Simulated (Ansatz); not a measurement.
BaTe (rock salt, Fm-3m), r²SCAN in the plane-wave PAW code Ansatz. The conduction-band minimum lies at X, with 3 equivalent valleys. Second derivatives d²E/dk² of the lowest band at one valley (eV·Å²), along Cartesian directions:

```csv
direction,d²E/dk²
[100],5.960
[010],26.93
[001],26.93
[110],16.45
[101],16.45
[011],26.91
```

Question: Find the principal effective masses, the density-of-states mass and the conductivity mass.

Answer: Off-diagonal terms follow from H_xy = H[110] − (H_xx + H_yy)/2, and m*/mₑ = 7.620 eV·Å² over each eigenvalue: 0.28, 0.28, 1.3. One valley's DOS mass (m₁m₂m₃)^(1/3) = 0.47, conductivity mass 3/(Σ 1/mᵢ) = 0.38 mₑ.

Question: What effective density of states Nc follows at 300 K for parabolic valleys?

Answer: Nc = 2.509e19 × 3 × (0.47)^(3/2) ≈ 2.4e19 cm⁻³.

Question: With the computed static dielectric constant 11.5 (mean of the diagonal), estimate a hydrogenic donor's binding energy and radius.

Answer: E = 13.606 eV × 0.38/11.5² ≈ 39 meV; a = 0.529 Å × ε/m* ≈ 16 Å. Semilocal masses tend to be too small where the gap is.

Question: With ε∞ = 5.31 and ω_LO = 137 cm⁻¹, what Fröhlich coupling constant follows?

Answer: α = (1/ε∞ − 1/ε0) √(m* × 13.606 eV/ħω_LO) = 1.8.

The r²SCAN relaxation kept the symmetry of its start; of distortions, only those at the zone centre were tested. Spin–orbit coupling is left out wherever it is not named.

Potentials: the later of the program's two PAW sets.
